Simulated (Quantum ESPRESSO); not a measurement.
## AlSi2PC4 (finding a planted mistake in a log)

A calculation, not a measurement. The program is pw.x of Quantum ESPRESSO 7.5 (plane-wave density functional theory). The cell is made up: 8 atoms on a zincblende/diamond lattice, with randomly drawn elements, strain and displacements, not relaxed. PseudoDojo standard norm-conserving files (v0.5 for PBE, v0.4.1 for LDA and PBEsol) set the functional; there is no spin polarisation, spin-orbit coupling or dispersion term, and the masses in the input are unused placeholders.

Intended input:

```
&control calculation='scf', pseudo_dir='./dojo.nc.sr.pbe.v0_5.standard.upf', outdir='./o', disk_io='low', tprnfor=.true., tstress=.true. /
&system ibrav=0, nat=8, ntyp=4, nbnd=22, ecutwfc=82.02448710, nosym=.true., tot_charge=0,
 occupations='smearing', smearing='fd', degauss=0.0018374661
/
&electrons conv_thr=7.350e-09, electron_maxstep=60, /
ATOMIC_SPECIES
Al 1.0 Al.upf
C 1.0 C.upf
P 1.0 P.upf
Si 1.0 Si.upf
CELL_PARAMETERS angstrom
4.2836 0.0591 0.0164
0.0591 4.4042 0.0241
0.0164 0.0241 4.3838
ATOMIC_POSITIONS angstrom
Al 0.0289 -0.0143 -0.0111
Si 0.0615 2.2047 2.1949
P 2.1614 0.0727 2.1964
Si 2.1795 2.2601 -0.0198
C 1.0959 1.0819 1.0687
C 1.1272 3.3297 3.3064
C 3.2483 1.1365 3.3383
C 3.2615 3.3695 1.0884
K_POINTS automatic
4 4 4 1 1 1
```

The log is shortened where brackets say so; the opening notice, blank lines, dates and the lines on written files are dropped, and the path of the files is cut. It prints rydbergs, bohrs and kilobars, and counts compression as positive stress.

Log of the intended run:

```
     Program PWSCF v.7.5
     Parallel version (MPI & OpenMP), running on       4 processor cores
     Number of MPI processes:                 4
     Threads/MPI process:                     1
     [start-up lines left out]
     bravais-lattice index     =            0
     lattice parameter (alat)  =       8.0957  a.u.
     unit-cell volume          =     557.9867 (a.u.)^3
     number of atoms/cell      =            8
     number of atomic types    =            4
     number of electrons       =        32.00
     number of Kohn-Sham states=           22
     kinetic-energy cutoff     =      82.0245  Ry
     charge density cutoff     =     328.0979  Ry
     scf convergence threshold =      7.3E-09
     mixing beta               =       0.7000
     number of iterations used =            8  plain     mixing
     Exchange-correlation= PBE
                           (   1   4   3   4   0   0   0)
     [axes and pseudopotential details left out]
   Cartesian axes
     site n.     atom                  positions (alat units)
         1        Al     tau(   1) = (   0.0067460  -0.0033380  -0.0025910  )
         2        Si     tau(   2) = (   0.0143556   0.5146312   0.5123436  )
         3        P      tau(   3) = (   0.5045239   0.0169700   0.5126937  )
         4        Si     tau(   4) = (   0.5087489   0.5275629  -0.0046218  )
         5        C      tau(   5) = (   0.2558100   0.2525420   0.2494608  )
         6        C      tau(   6) = (   0.2631162   0.7772338   0.7717950  )
         7        C      tau(   7) = (   0.7582330   0.2652870   0.7792413  )
         8        C      tau(   8) = (   0.7613143   0.7865241   0.2540593  )
     number of k points=    32  Fermi-Dirac smearing, width (Ry)=  0.0018
                       cart. coord. in units 2pi/alat
        k(    1) = (   0.1229037   0.1192780   0.1210399), wk =   0.0625000
        k(    2) = (   0.1219866   0.1179534   0.3653614), wk =   0.0625000
     [further k points left out]
     Dense  grid:    55947 G-vectors     FFT dimensions: (  48,  48,  48)
     Estimated max dynamical RAM per process >      83.57 MB
     Estimated total dynamical RAM >     293.32 MB
     Initial potential from superposition of free atoms
     starting charge      31.9960, renormalised to      32.0000
     Starting wfcs are   32 randomized atomic wfcs
     total cpu time spent up to now is        1.5 secs
     per-process dynamical memory:    61.9 Mb
     Self-consistent Calculation
     iteration #  1     ecut=    82.02 Ry     beta= 0.70
     Davidson diagonalization with overlap
     ethr =  1.00E-02,  avg # of iterations =  3.2
     total cpu time spent up to now is        2.6 secs
     total energy              =     -82.83949179 Ry
     estimated scf accuracy    <       1.89957252 Ry
     iteration #  2     ecut=    82.02 Ry     beta= 0.70
     Davidson diagonalization with overlap
     ethr =  5.94E-03,  avg # of iterations =  2.0
     total cpu time spent up to now is        3.6 secs
     total energy              =     -83.40248796 Ry
     estimated scf accuracy    <       0.93971610 Ry
     [iterations 3 to 10 left out]
     iteration # 11     ecut=    82.02 Ry     beta= 0.70
     Davidson diagonalization with overlap
     ethr =  3.72E-11,  avg # of iterations =  5.0
     total cpu time spent up to now is       13.7 secs
     total energy              =     -83.57029897 Ry
     estimated scf accuracy    <          7.9E-09 Ry
     iteration # 12     ecut=    82.02 Ry     beta= 0.70
     Davidson diagonalization with overlap
     ethr =  2.48E-11,  avg # of iterations =  2.0
     total cpu time spent up to now is       14.4 secs
     End of self-consistent calculation
     [lines on levels left out]
!    total energy              =     -83.57029897 Ry
     estimated scf accuracy    <          1.8E-09 Ry
     smearing contrib. (-TS)   =      -0.00000000 Ry
     internal energy E=F+TS    =     -83.57029897 Ry
     The total energy is F=E-TS. E is the sum of the following terms:
     one-electron contribution =      21.39334593 Ry
     hartree contribution      =       9.69656982 Ry
     xc contribution           =     -30.27132413 Ry
     ewald contribution        =     -84.38889058 Ry
     convergence has been achieved in  12 iterations
     Forces acting on atoms (cartesian axes, Ry/au):
     atom    1 type  1   force =    -0.00865655   -0.00082834    0.02215690
     atom    2 type  4   force =    -0.01951130   -0.00076202   -0.00754228
     atom    3 type  3   force =     0.00396011   -0.02799516   -0.01142579
     atom    4 type  4   force =     0.00664386   -0.02637604    0.04068357
     atom    5 type  2   force =     0.07150908    0.06099102    0.08373102
     atom    6 type  2   force =     0.06549123   -0.01782050   -0.10548846
     atom    7 type  2   force =    -0.06175473    0.04953267   -0.11416116
     atom    8 type  2   force =    -0.05768171   -0.03674165    0.09204620
     Total force =     0.261454     Total SCF correction =     0.000020
     Computing stress (Cartesian axis) and pressure
          total   stress  (Ry/bohr**3)                   (kbar)     P=       75.38
   0.00087054  -0.00052708  -0.00007574          128.06      -77.54      -11.14
  -0.00052708   0.00027417  -0.00013263          -77.54       40.33      -19.51
  -0.00007574  -0.00013263   0.00039253          -11.14      -19.51       57.74
     init_run     :      1.38s CPU      1.41s WALL (       1 calls)
     electrons    :     12.91s CPU     12.96s WALL (       1 calls)
     forces       :      0.21s CPU      0.21s WALL (       1 calls)
     stress       :      0.69s CPU      0.69s WALL (       1 calls)
     [timing details left out]
     PWSCF        :     15.25s CPU     15.37s WALL
     JOB DONE.
```

A second run was made from an input with one planted mistake. Its log:

```
     Program PWSCF v.7.5
     Parallel version (MPI & OpenMP), running on       4 processor cores
     Number of MPI processes:                 4
     Threads/MPI process:                     1
     [start-up lines left out]
     bravais-lattice index     =            0
     lattice parameter (alat)  =       8.0957  a.u.
     unit-cell volume          =     557.9867 (a.u.)^3
     number of atoms/cell      =            8
     number of atomic types    =            4
     number of electrons       =        32.00
     number of Kohn-Sham states=           22
     kinetic-energy cutoff     =      82.0245  Ry
     charge density cutoff     =     328.0979  Ry
     scf convergence threshold =      2.9E-02
     mixing beta               =       0.7000
     number of iterations used =            8  plain     mixing
     Exchange-correlation= PBE
                           (   1   4   3   4   0   0   0)
     [axes and pseudopotential details left out]
   Cartesian axes
     site n.     atom                  positions (alat units)
         1        Al     tau(   1) = (   0.0067460  -0.0033380  -0.0025910  )
         2        Si     tau(   2) = (   0.0143556   0.5146312   0.5123436  )
         3        P      tau(   3) = (   0.5045239   0.0169700   0.5126937  )
         4        Si     tau(   4) = (   0.5087489   0.5275629  -0.0046218  )
         5        C      tau(   5) = (   0.2558100   0.2525420   0.2494608  )
         6        C      tau(   6) = (   0.2631162   0.7772338   0.7717950  )
         7        C      tau(   7) = (   0.7582330   0.2652870   0.7792413  )
         8        C      tau(   8) = (   0.7613143   0.7865241   0.2540593  )
     number of k points=    32  Fermi-Dirac smearing, width (Ry)=  0.0018
                       cart. coord. in units 2pi/alat
        k(    1) = (   0.1229037   0.1192780   0.1210399), wk =   0.0625000
        k(    2) = (   0.1219866   0.1179534   0.3653614), wk =   0.0625000
     [further k points left out]
     Dense  grid:    55947 G-vectors     FFT dimensions: (  48,  48,  48)
     Estimated max dynamical RAM per process >      83.57 MB
     Estimated total dynamical RAM >     293.32 MB
     Initial potential from superposition of free atoms
     starting charge      31.9960, renormalised to      32.0000
     Starting wfcs are   32 randomized atomic wfcs
     total cpu time spent up to now is        1.5 secs
     per-process dynamical memory:    61.9 Mb
     Self-consistent Calculation
     iteration #  1     ecut=    82.02 Ry     beta= 0.70
     Davidson diagonalization with overlap
     ethr =  1.00E-02,  avg # of iterations =  3.2
     total cpu time spent up to now is        2.7 secs
     total energy              =     -82.83949179 Ry
     estimated scf accuracy    <       1.89957252 Ry
     iteration #  2     ecut=    82.02 Ry     beta= 0.70
     Davidson diagonalization with overlap
     ethr =  5.94E-03,  avg # of iterations =  2.0
     total cpu time spent up to now is        3.8 secs
     total energy              =     -83.40248796 Ry
     estimated scf accuracy    <       0.93971610 Ry
     iteration #  3     ecut=    82.02 Ry     beta= 0.70
     Davidson diagonalization with overlap
     ethr =  2.94E-03,  avg # of iterations =  2.0
     total cpu time spent up to now is        4.7 secs
     total energy              =     -83.55385824 Ry
     estimated scf accuracy    <       0.03431455 Ry
     iteration #  4     ecut=    82.02 Ry     beta= 0.70
     Davidson diagonalization with overlap
     ethr =  1.07E-04,  avg # of iterations =  9.1
     total cpu time spent up to now is        6.1 secs
     End of self-consistent calculation
     [lines on levels left out]
!    total energy              =     -83.56893353 Ry
     estimated scf accuracy    <       0.00341630 Ry
     smearing contrib. (-TS)   =      -0.00000000 Ry
     internal energy E=F+TS    =     -83.56893353 Ry
     The total energy is F=E-TS. E is the sum of the following terms:
     one-electron contribution =      21.36433778 Ry
     hartree contribution      =       9.73250863 Ry
     xc contribution           =     -30.27688937 Ry
     ewald contribution        =     -84.38889058 Ry
     convergence has been achieved in   4 iterations
     Forces acting on atoms (cartesian axes, Ry/au):
     atom    1 type  1   force =    -0.00863229   -0.00076991    0.02231056
     atom    2 type  4   force =    -0.01957702   -0.00056715   -0.00767453
     atom    3 type  3   force =     0.00375957   -0.02801474   -0.01152123
     atom    4 type  4   force =     0.00656030   -0.02642610    0.04074785
     atom    5 type  2   force =     0.07251135    0.05738160    0.08644148
     atom    6 type  2   force =     0.06612382   -0.01452590   -0.10797262
     atom    7 type  2   force =    -0.06278168    0.04651378   -0.11642908
     atom    8 type  2   force =    -0.05796406   -0.03359157    0.09409757
     Total force =     0.263849     Total SCF correction =     0.090768
     SCF correction compared to forces is large: reduce conv_thr to get better values
     Computing stress (Cartesian axis) and pressure
          total   stress  (Ry/bohr**3)                   (kbar)     P=       77.16
   0.00088805  -0.00052513  -0.00008073          130.64      -77.25      -11.88
  -0.00052513   0.00027563  -0.00013379          -77.25       40.55      -19.68
  -0.00008073  -0.00013379   0.00040991          -11.88      -19.68       60.30
     init_run     :      1.43s CPU      1.46s WALL (       1 calls)
     electrons    :      4.53s CPU      4.56s WALL (       1 calls)
     forces       :      0.23s CPU      0.23s WALL (       1 calls)
     stress       :      0.71s CPU      0.71s WALL (       1 calls)
     [timing details left out]
     PWSCF        :      6.97s CPU      7.05s WALL
     JOB DONE.
```

Question: what was wrong in the second input?

Answer: the self-consistency threshold is too loose. The input lines that differ, file-writing options aside:

```
- &electrons conv_thr=7.350e-09, electron_maxstep=60, /
+ &electrons conv_thr=2.940e-02, electron_maxstep=60, /
```

|  | intended run | run with the mistake |
| --- | --- | --- |
| free energy (eV) | -1137.032 | -1137.013 |
| smearing term -TS (eV) | 0.0000 | 0.0000 |
| pressure (GPa) | 7.54 | 7.72 |
| largest force component (eV/Å) | 2.935 | 2.994 |
| largest change of a force component (eV/Å) |  | 0.093 |
| iterations | 12 | 4 |

For scale, a rerun of the intended cell at 1347 eV and a 6 x 6 x 6 mesh moved values by no more than 0.007 eV in energy, 0.06 GPa in stress and 0.002 eV/Å in force.